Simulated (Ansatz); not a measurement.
LiNbO3:
```
CELL_PARAMETERS angstrom
      2.56711     1.48212     4.60888
     -2.56711     1.48212     4.60888
      0.00000    -2.96425     4.60888
ATOMIC_POSITIONS crystal
  Li 0.70674 0.70674 0.70674
  Li 0.20674 0.20674 0.20674
  Nb 0.98909 0.98909 0.98909
  Nb 0.48909 0.48909 0.48909
  O  0.87834 0.26896 0.62749
  O  0.62749 0.87834 0.26896
  O  0.26896 0.62749 0.87834
  O  0.76896 0.37834 0.12749
  O  0.37834 0.12749 0.76896
  O  0.12749 0.76896 0.37834
```

Relaxed with PBEsol. Special points in fractions of this cell's reciprocal vectors: Γ (0.000, 0.000, 0.000); T (0.500, 0.500, 0.500); H2 (0.764, 0.236, 0.500); H0 (0.500, -0.236, 0.236); L (0.500, 0.000, 0.000); S0 (0.368, -0.368, 0.000); S2 (0.632, 0.000, 0.368); F (0.500, 0.000, 0.500).

Task: List the band energies nearest the valence-band maximum at these points for the program Ansatz at the PBEsol with spin–orbit coupling level (PAW).

Result: In eV from the valence-band maximum; about four levels below and three above (degenerate sets whole), none deeper than 8.9 eV; points with the same levels are listed once.

```tsv
k	below	above
Γ	-0.03 -0.03 -0.02 -0.02	3.50 3.50 3.53 3.53
T	-0.32 -0.32 -0.31 -0.31	4.61 4.61 4.61 4.61
H2	-0.29 -0.29 -0.27 -0.27	3.83 3.83 3.90 3.90
L	-0.23 -0.23 -0.22 -0.22	3.86 3.86 3.89 3.89
S0	-0.42 -0.40 -0.12 -0.12	3.48 3.54 4.03
F	-0.47 -0.47 -0.22 -0.22	3.60 3.60 4.10 4.10
```

Space group R3c. Symmetry was held in the PBEsol relaxation. The run is not spin-polarised.

Potentials: the earlier of the program's two PAW sets. The files were generated under PBE; for other functionals the program regenerates the frozen cores, and for LDA and PBEsol the local potential too.
